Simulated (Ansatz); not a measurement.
## ¹⁷O NMR of the central transition in Y₂HgO₄

Cell: a computed structure from the Materials Project (it need not be an observed phase).

Space group Fd-3m:1 (No. 227); a = 9.7187 Å.

```csv
site,Wyckoff,site symmetry,x,y,z
Y,16c,.-3m,0.6250,0.6250,0.1250
Hg,8b,-43m,0.2500,0.2500,0.7500
O,32e,.3m,0.6398,0.8602,0.1398
```

One atom of each set is listed; the run and its k-mesh use a cell of 14 atoms with edges of 6.87, 6.87, 6.87 Å.

All values are calculated (Ansatz; DFT, PBE, plane waves and PAW, with spin–orbit coupling, 420 eV cutoff, Γ-centred 4×4×4 k-points, Fermi–Dirac smearing 0.02 eV), not measured.

¹⁷O has I = 5/2 and Q = -25.58 mb (Pyykkö 2018); at 7.05 T its Larmor frequency is ν₀ = 40.7 MHz. Only the quadrupole interaction is simulated: positions count from each site's isotropic chemical shift, and shift anisotropy, dipolar and J coupling are left out.

Question: What does the ¹⁷O spectrum (static powder) show for each site?

Answer: 

| site | first shell | C_Q (MHz) | η | P_Q (MHz) | δ_QIS (ppm) | breadth (kHz) |
| --- | --- | --- | --- | --- | --- | --- |
| O | 3 Y at 2.29 Å, 1 Hg at 2.35 Å | -4.33 | 0.00 | 4.33 | -68.0 | 14.4 |

δ_QIS = −(ν_Q²/30ν₀²)[I(I+1) − 3/4](1 + η²/3) × 10⁶ ppm with ν_Q = 3|C_Q|/[2I(2I−1)]; it falls as 1/B₀² in ppm, and the breadth as 1/B₀ in kHz.

An axis of threefold or higher order runs through O, so V_zz lies along it and η is zero.
